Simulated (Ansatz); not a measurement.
Input file for Ansatz (a program for electronic structure):

Ansatz 0.2 input:
```yaml
crystal:
  lattice:
    - [0.0, 2.2739359402, 2.2739359402]
    - [2.2739359402, 0.0, 2.2739359402]
    - [2.2739359402, 2.2739359402, 0.0]
  atoms:
    - { symbol: Hf, position: [0.0, 0.0, 0.0] }
    - { symbol: N, position: [0.5, 0.5, 0.5] }
kpoints:
  mp_grid: { grid: [11, 11, 11] }
  band_path:
    path:
      - [[0.0, 0.0, 0.0], [0.5, 0.0, 0.5], [0.625, 0.25, 0.625]]  # Γ-X-U
      - [[0.375, 0.375, 0.75], [0.0, 0.0, 0.0], [0.5, 0.5, 0.5], [0.5, 0.25, 0.75], [0.5, 0.0, 0.5]]  # K-Γ-L-W-X
    npoints: 12
basis: { ecutwfc: 600, xc_grid: 2 }
hamiltonian:
  xc: pbe
  pseudopotentials: { azcp: { folder: ./paw }, kind: paw_fr }
magnetization: { noncollinear: true, spin_orbit: true }
scf:
  n_extra_bands: 13
  convergence: { dr2_threshold: 0.0000000001 }
  occupations: { method: gaussian, width: 0.05 }
output: { eigenvalues: true }
```

Output (shortened):

```
Pseudopotential: Hf, paw, valence charge 26
Pseudopotential: N, paw, valence charge 5
Functional definition: PBE
non-collinear run that drives no moment, with spin-orbit …
Crystal: 2 atoms, lattice volume = 23.516 Å³
Basis set: ecut = 600 eV, 749 PW (Γ), exchange–correlation on 54×54×54 points (8 copies of the dense FFT grid, shifted against one another)
Bands: 44, of which v1, the nominal top of the filled ones, is band 31 counted from 1 (30 counted from 0)
Symmetry: 48 space group operations + 48 with time reversal
k-points: 56 of 1331
Projection manifold: j_resolved (fully-relativistic pseudo-atomic orbitals)
SCF iter   1: F=—  HF=-16128.211961 eV  |F-HF|=—  |Δ(HF+E_count)|=         —  Δρ=4.87e-2  dr2=3.63e-1  dr2_m=0.00e0 (ungated)  ethr=3.10e-3  |M|=0.00e0 ∫|m|=0.00e0 μB  |m|>n=0.0e0 m-floor=0.0e0 τ_xc=0.0e0  β_m=0.30  ⟨swp⟩=5.9  Hψ=5351  notcnv=0  defer=20
preconditioner: auto → Kerker (q_TF=auto, 2.857 Å⁻¹)
spin=Noncollinear: Kerker preconditioning applied to the charge; magnetization (m_x, m_y, m_z) channels mix plain (no charge-response kernel on spin).
SCF iter   2: F=—  HF=-16128.180429 eV  |F-HF|=—  |Δ(HF+E_count)|=   3.15e-2  Δρ=3.61e-2  dr2=1.68e-1  dr2_m=0.00e0 (ungated)  ethr=1.17e-3  |M|=0.00e0 ∫|m|=0.00e0 μB  |m|>n=0.0e0 m-floor=0.0e0 τ_xc=0.0e0  β_m=0.60  ⟨swp⟩=1.7  Hψ=1505  notcnv=0  defer=204
SCF iter   3: F=—  HF=-16128.167047 eV  |F-HF|=—  |Δ(HF+E_count)|=   1.34e-2  Δρ=9.76e-3  dr2=1.26e-2  dr2_m=0.00e0 (ungated)  ethr=5.43e-4  |M|=0.00e0 ∫|m|=0.00e0 μB  |m|>n=0.0e0 m-floor=0.0e0 τ_xc=0.0e0  β_m=0.73  ⟨swp⟩=2.0  Hψ=1541  notcnv=0  defer=270
SCF iter   4: F=—  HF=-16128.166728 eV  |F-HF|=—  |Δ(HF+E_count)|=   3.19e-4  Δρ=2.00e-3  dr2=6.58e-4  dr2_m=0.00e0 (ungated)  ethr=4.08e-5  |M|=0.00e0 ∫|m|=0.00e0 μB  |m|>n=0.0e0 m-floor=0.0e0 τ_xc=0.0e0  β_m=0.70  ⟨swp⟩=2.8  Hψ=2060  notcnv=0  defer=292
SCF iter   5: F=—  HF=-16128.166589 eV  |F-HF|=—  |Δ(HF+E_count)|=   1.39e-4  Δρ=1.13e-3  dr2=1.42e-4  dr2_m=0.00e0 (ungated)  ethr=2.12e-6  |M|=0.00e0 ∫|m|=0.00e0 μB  |m|>n=0.0e0 m-floor=0.0e0 τ_xc=0.0e0  β_m=0.70  ⟨swp⟩=2.4  Hψ=2156  notcnv=0  defer=292
SCF iter   6: F=—  HF=-16128.166579 eV  |F-HF|=—  |Δ(HF+E_count)|=   1.02e-5  Δρ=5.34e-4  dr2=3.55e-5  dr2_m=0.00e0 (ungated)  ethr=4.57e-7  |M|=0.00e0 ∫|m|=0.00e0 μB  |m|>n=0.0e0 m-floor=0.0e0 τ_xc=0.0e0  β_m=0.85  ⟨swp⟩=2.1  Hψ=1650  notcnv=0  defer=292
SCF iter   7: F=—  HF=-16128.166573 eV  |F-HF|=—  |Δ(HF+E_count)|=   5.75e-6  Δρ=1.37e-4  dr2=2.67e-6  dr2_m=0.00e0 (ungated)  ethr=1.14e-7  |M|=0.00e0 ∫|m|=0.00e0 μB  |m|>n=0.0e0 m-floor=0.0e0 τ_xc=0.0e0  β_m=0.92  ⟨swp⟩=2.3  Hψ=2102  notcnv=0  defer=292
SCF iter   8: F=—  HF=-16128.166576 eV  |F-HF|=—  |Δ(HF+E_count)|=   2.85e-6  Δρ=2.39e-5  dr2=1.15e-7  dr2_m=0.00e0 (ungated)  ethr=8.61e-9  |M|=0.00e0 ∫|m|=0.00e0 μB  |m|>n=0.0e0 m-floor=0.0e0 τ_xc=0.0e0  β_m=0.96  ⟨swp⟩=2.2  Hψ=1481  notcnv=0  defer=292
SCF iter  10: F=-16128.166576 eV  HF=-16128.166576 eV  |F-HF|=3.09e-11  |Δ(HF+E_count)|=  5.82e-11  Δρ=5.90e-7  dr2=4.72e-11  dr2_m=0.00e0 (ungated)  ethr=1.00e-12  |M|=0.00e0 ∫|m|=0.00e0 μB  |m|>n=0.0e0 m-floor=0.0e0 τ_xc=0.0e0  ⟨swp⟩=8.4  Hψ=4781  notcnv=0
SCF 1 converged in 10 iterations: F = -16128.166576 eV  dr2 = 4.72e-11
NSCF: frozen V_eff on 74 k-points
SCF converged after 10 iterations
Magnetization: |M| = 0.0000 μB,  M = (+0.0000, +0.0000, +0.0000) μB
Absolute magnetization: 0.0000 μB (∫|m|)
  site 0: m = (+0.0000, +0.0000, +0.0000) μB, |m| = 0.0000 μB  (R = 0.94 Å)
  site 1: m = (+0.0000, +0.0000, +0.0000) μB, |m| = 0.0000 μB  (R = 0.94 Å)
Free energy (F): -16128.166576 eV
Harris-Foulkes:  -16128.166576 eV  (|F-HF|=3.09e-11)
Internal energy: -16128.165725 eV  (E = F + TS)
E sigma→0 (E₀):  -16128.166151 eV
Entropy (-TS):   -0.000850 eV (-0.425 meV/atom)
Fermi energy:    21.678728 eV
--- Per-component energies (eV) ---
  E_band       = 114.100950
  E_kinetic    = 535.867839
  E_local      = -6005.545108  (includes V_loc(G=0)·N_el)
  E_nonlocal   = 103.060229
  E_hartree    = 2951.760517
  E_xc         = -326.022479
  E_vxc        = -330.542478  (∫ρ·V_xc dr)
  E_paw        = -7850.614545  (= ΣΔE_a)
  E_vpaw       = -92.261005  (= ΣTr[D̂ρ^β])
  E_aug_tail   = 0.000038  (compensation charges beyond the density's cutoff)
  E_ewald      = -5536.672216
  E_smearing   = -0.000850  (= −TS)
  E_closure    = 0.000000  (closes the sum)
  Σ components = -16128.166576   (vs F -16128.166576, Δ=0.00e0)
  [band-id]    e_kinetic+e_local+e_nonlocal+2·e_hartree+e_vxc+e_vpaw+e_augmentation_tail = 114.100549   (vs E_band 114.100950, Δ=-4.01e-4)
--- Band table (eV; the first three rows and the last of 56) ---
  k-point 0: bands = ["-40.9732", "-40.9732", "-15.1133", "-15.1133", "-7.2682", "-7.2682", "-7.2682", "-7.2682", "4.3294", "4.3294", "8.1762", "8.1762", "8.1762", "8.1762", "8.2081", "8.2081", "9.8508", "9.8508", "9.9359", "9.9359", "9.9460", "9.9460", …
  k-point 1: bands = ["-40.9688", "-40.9688", "-15.1299", "-15.1299", "-7.3387", "-7.3387", "-7.2759", "-7.2759", "4.5095", "4.5095", "8.1780", "8.1780", "8.1787", "8.1787", "8.2080", "8.2080", "9.8564", "9.8564", "9.9362", "9.9362", "9.9448", "9.9448", …
  k-point 2: bands = ["-40.9569", "-40.9569", "-15.1745", "-15.1745", "-7.5198", "-7.5198", "-7.2965", "-7.2965", "4.9985", "4.9985", "8.1830", "8.1830", "8.1884", "8.1884", "8.2077", "8.2077", "9.8738", "9.8738", "9.9356", "9.9356", "9.9425", "9.9425", …
  k-point 55: bands = ["-40.8993", "-40.8993", "-15.3741", "-15.3741", "-7.9252", "-7.9252", "-7.7320", "-7.7320", "5.9629", "5.9629", "8.1970", "8.1970", "8.2070", "8.2070", "8.2285", "8.2285", "9.9187", "9.9187", "9.9452", "9.9452", "9.9493", "9.9493", …
```

Cost: roughly 29 core-seconds on shared cores.

Space group Fm-3m (rock salt). The cell was relaxed with PBE under the symmetry of its start. The run is not spin-polarised.

Potentials: the earlier of the program's two PAW sets.

Ansatz is a plane-wave DFT program.
